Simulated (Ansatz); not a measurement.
The calculation used Ansatz, DFT PBEsol, scalar-relativistic, plane waves, PAW.

Structure of Ti₃O₅:

```yaml
crystal:
  lattice:
    - [4.99903, 0.00009, -0.00007]
    - [2.49942, 5.02791, 0.00429]
    - [0.00005, 2.70449, 6.64504]
  atoms:
    - { symbol: Ti, position: [0.88601, 0.25408, 0.78296] }
    - { symbol: Ti, position: [0.85991, 0.25408, 0.28296] }
    - { symbol: Ti, position: [0.14009, 0.74592, 0.71704] }
    - { symbol: Ti, position: [0.11399, 0.74592, 0.21704] }
    - { symbol: Ti, position: [0.50000, 0.00000, 0.50000] }
    - { symbol: Ti, position: [0.50000, 0.00000, 0.00000] }
    - { symbol: O, position: [0.47358, 0.37989, 0.84694] }
    - { symbol: O, position: [0.68565, 0.00000, 0.25000] }
    - { symbol: O, position: [0.23921, 0.83648, 0.44075] }
    - { symbol: O, position: [0.92431, 0.83648, 0.94075] }
    - { symbol: O, position: [0.52642, 0.62011, 0.15306] }
    - { symbol: O, position: [0.76079, 0.16353, 0.55925] }
    - { symbol: O, position: [0.31435, 0.00000, 0.75000] }
    - { symbol: O, position: [0.85347, 0.62011, 0.65306] }
    - { symbol: O, position: [0.07569, 0.16352, 0.05925] }
    - { symbol: O, position: [0.14653, 0.37989, 0.34694] }
```

Settings: cutoff 420 eV, Γ-centred mesh 8×8×6 on the computed 16-atom cell, Gaussian smearing of 0.10 eV; no spin polarisation.

Levels along Γ–C | C2–Y2–Γ–M2–D | D2–A–Γ | L2–Γ–V2, in eV from the Fermi level, sorted by energy at each point. Points in fractions of the primitive reciprocal vectors: Γ (0.000 0.000 0.000), C (0.644 0.322 0.000), C2 (0.356 0.678 0.000), Y2 (0.000 0.500 0.000), M2 (0.000 0.500 0.500), D (0.432 0.716 0.500), D2 (0.568 0.284 0.500), A (0.000 0.000 0.500), L2 (0.500 0.500 0.500), V2 (0.500 0.500 0.000).
```tsv
point	k (1/Å, with 2π)	band 63	band 64	band 65	band 66	band 67	band 68	band 69
Γ	0.000	-3.76	-3.73	-0.17	-0.03	0.00	0.14	0.34
-	0.162	-3.87	-3.72	-0.44	0.06	0.12	0.15	0.33
-	0.324	-3.98	-3.75	-0.70	0.10	0.17	0.25	0.33
-	0.486	-4.06	-3.81	-0.77	-0.01	0.15	0.23	0.25
-	0.648	-4.12	-3.85	-0.67	-0.05	0.01	0.08	0.35
C	0.810	-4.14	-3.84	-0.48	-0.08	0.01	0.06	0.32
C2	0.810	-4.14	-3.84	-0.48	-0.08	0.01	0.06	0.32
-	0.899	-4.07	-3.83	-0.40	-0.08	0.02	0.15	0.30
-	0.989	-3.98	-3.80	-0.36	-0.09	0.10	0.17	0.30
-	1.078	-3.88	-3.77	-0.34	-0.07	0.07	0.17	0.29
-	1.167	-3.81	-3.75	-0.33	-0.04	-0.02	0.15	0.32
Y2	1.257	-3.78	-3.74	-0.33	-0.05	-0.02	0.15	0.30
-	1.392	-3.79	-3.76	-0.29	-0.07	0.01	0.17	0.28
-	1.527	-3.81	-3.79	-0.20	-0.09	0.09	0.22	0.24
-	1.662	-3.84	-3.77	-0.17	-0.08	0.10	0.20	0.21
-	1.797	-3.84	-3.74	-0.16	-0.04	0.02	0.16	0.31
Γ	1.932	-3.76	-3.73	-0.17	-0.03	0.00	0.14	0.34
-	2.064	-3.79	-3.74	-0.16	-0.07	0.01	0.20	0.33
-	2.196	-3.86	-3.77	-0.13	-0.11	0.04	0.26	0.29
-	2.329	-3.91	-3.77	-0.09	-0.08	0.07	0.26	0.26
-	2.461	-3.83	-3.76	0.00	0.01	0.12	0.21	0.23
M2	2.594	-3.77	-3.77	0.11	0.11	0.14	0.14	0.21
-	2.702	-3.77	-3.77	0.07	0.07	0.09	0.09	0.27
-	2.811	-3.76	-3.76	-0.05	-0.05	0.06	0.06	0.37
-	2.919	-3.78	-3.78	-0.18	-0.18	0.09	0.09	0.43
-	3.028	-3.81	-3.81	-0.32	-0.32	0.13	0.13	0.45
D	3.137	-3.86	-3.86	-0.43	-0.43	0.17	0.17	0.46
D2	3.137	-3.86	-3.86	-0.43	-0.43	0.17	0.17	0.46
-	3.279	-3.89	-3.89	-0.54	-0.54	0.16	0.16	0.49
-	3.422	-3.87	-3.87	-0.56	-0.56	0.12	0.12	0.52
-	3.565	-3.86	-3.86	-0.49	-0.49	0.12	0.12	0.55
-	3.708	-3.85	-3.85	-0.34	-0.34	0.15	0.15	0.43
A	3.850	-3.85	-3.85	-0.21	-0.21	0.14	0.14	0.34
-	3.945	-3.85	-3.83	-0.23	-0.17	0.11	0.17	0.33
-	4.040	-3.84	-3.81	-0.21	-0.14	0.09	0.21	0.30
-	4.134	-3.81	-3.79	-0.16	-0.13	0.06	0.25	0.28
-	4.229	-3.77	-3.75	-0.15	-0.09	0.03	0.18	0.33
Γ	4.323	-3.76	-3.73	-0.17	-0.03	0.00	0.14	0.34
L2	4.323	-3.98	-3.87	-0.70	-0.30	0.21	0.26	0.45
-	4.480	-3.95	-3.87	-0.72	-0.24	0.17	0.25	0.43
-	4.636	-3.93	-3.84	-0.70	-0.12	0.12	0.26	0.36
-	4.793	-3.90	-3.78	-0.58	-0.02	0.11	0.24	0.36
-	4.949	-3.84	-3.74	-0.36	0.00	0.10	0.16	0.35
Γ	5.106	-3.76	-3.73	-0.17	-0.03	0.00	0.14	0.34
-	5.248	-3.85	-3.75	-0.36	0.03	0.08	0.15	0.33
-	5.391	-3.95	-3.80	-0.56	0.07	0.13	0.19	0.28
-	5.534	-4.01	-3.88	-0.69	-0.01	0.10	0.23	0.29
-	5.676	-3.99	-3.93	-0.74	-0.15	0.12	0.27	0.35
V2	5.819	-3.98	-3.94	-0.75	-0.21	0.13	0.34	0.35
```

Spin polarisation was left out, and a magnetic state may lie lower.

Cost: 1 run of about 2.9 core-minutes, on AMD EPYC 9R45 (Zen 5) (shared hosts).